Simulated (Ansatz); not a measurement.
A plane-wave DFT run in Ansatz 0.2.0 (scalar-relativistic PAW potentials unless the input names others): input and command.

```yaml
crystal:
  lattice:
    - [1.5202335257, 0.8777072353, 7.1438409589]
    - [-1.5202335257, 0.8777072353, 7.1438409589]
    - [0.0, -1.7554144705, 7.1438409589]
  atoms:
    - { symbol: Zn, position: [0.0, 0.0, 0.0] }
    - { symbol: Zn, position: [0.2139454033, 0.2139454033, 0.2139454033] }
    - { symbol: Zn, position: [0.7860545967, 0.7860545967, 0.7860545967] }
    - { symbol: O, position: [0.391798463, 0.391798463, 0.391798463] }
    - { symbol: O, position: [0.608201537, 0.608201537, 0.608201537] }
basis:
  ecutwfc: 420
  ecutrho_ratio: 0
kpoints:
  mp_grid: { grid: [12, 12, 12] }
hamiltonian:
  xc: pbe
scf:
  occupations: { method: gaussian, width: 0.1 }
  max_iter: 100
output:
  forces: true
  eigenvalues: true
  stress: true
relax:
  adjacent_minimum: "off"
  f_tol: 0.01
  max_steps: 80
  cell: { stress_tol: 0.05 }
```

```bash
ansatz run input.yaml --threads 1 --pin off --max-ram 2560MiB --backend cpu --events-out ev --progress --plain --runs-dir out
```

Problem. Will this input run?

Solution. The program refuses it, because of a density cutoff too low for products of the waves, which reach up to 4 times the waves' cutoff (basis.ecutrho_ratio: not typed → 0). Without that key it is accepted.

Abridged log:
```
Error: invalid value for `basis.ecutrho_ratio`: must be in [1, 1024]; got 0
```